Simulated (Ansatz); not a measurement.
## Property card for YPb3

YPb₃:
```yaml
crystal:
  lattice:
    - [4.80761, 0.00000, 0.00000]
    - [0.00000, 4.80761, 0.00000]
    - [0.00000, 0.00000, 4.80761]
  atoms:
    - { symbol: Y, position: [0.00000, 0.00000, 0.00000] }
    - { symbol: Pb, position: [0.00000, 0.50000, 0.50000] }
    - { symbol: Pb, position: [0.50000, 0.00000, 0.50000] }
    - { symbol: Pb, position: [0.50000, 0.50000, 0.00000] }
```

Space group Pm-3m (No. 221), Cu3Au type; conventional cell a = 4.808 Å, b = 4.808 Å, c = 4.808 Å, α = 90.00°, β = 90.00°, γ = 90.00°.

Method: PBEsol in the plane-wave PAW code Ansatz. The cell and atoms are relaxed at this level. Other levels are named where they apply.

**Cell and energy**

Volume per atom: 27.78 Å³
Density: 10.62 g/cm³
Formation energy from the elements (no fitted shifts): -0.34 eV/atom

**Electronic structure**

Electronic character: metallic (no gap)
Density of states at the Fermi level: 0.73 states/eV per atom (mean over ±0.08 eV)
Gap with spin–orbit coupling: none (metallic)

**Mechanics**

- Bulk modulus (Birch–Murnaghan fit): 569 kbar
- Pressure derivative B′: 4.6
- Elastic constants (relaxed ions, GPa): C11 = 62.8, C12 = 53.2, C44 = 23.1
- Mechanical stability: stable (all eigenvalues of C positive)
- Hill bulk and shear moduli: 56.4 and 12.5 GPa
- Young's modulus: 34.8 GPa
- Poisson's ratio: 0.40
- Debye temperature from the elastic constants: 121 K

**Phonons**

Highest zone-centre frequency: 124 cm⁻¹
Zone-centre stability: no imaginary mode at Γ

The workflow started from an entry of the Crystallography Open Database (COD). Whether it is the stable phase at ambient conditions was not checked. The cell was relaxed with PBEsol under the symmetry of its start. The run is not spin-polarised. As this level gives no gap, shear constants depend on the k-mesh and smearing (Fermi–Dirac, 0.1 eV here). As this level gives no gap, phonon frequencies hold no LO–TO term and depend on the k-mesh and smearing (Fermi–Dirac, 0.1 eV here). The references are the lowest solids computed at this level, not always the standard phases. Spin–orbit coupling is left out wherever it is not named.

Potentials: the later of the program's two PAW sets.
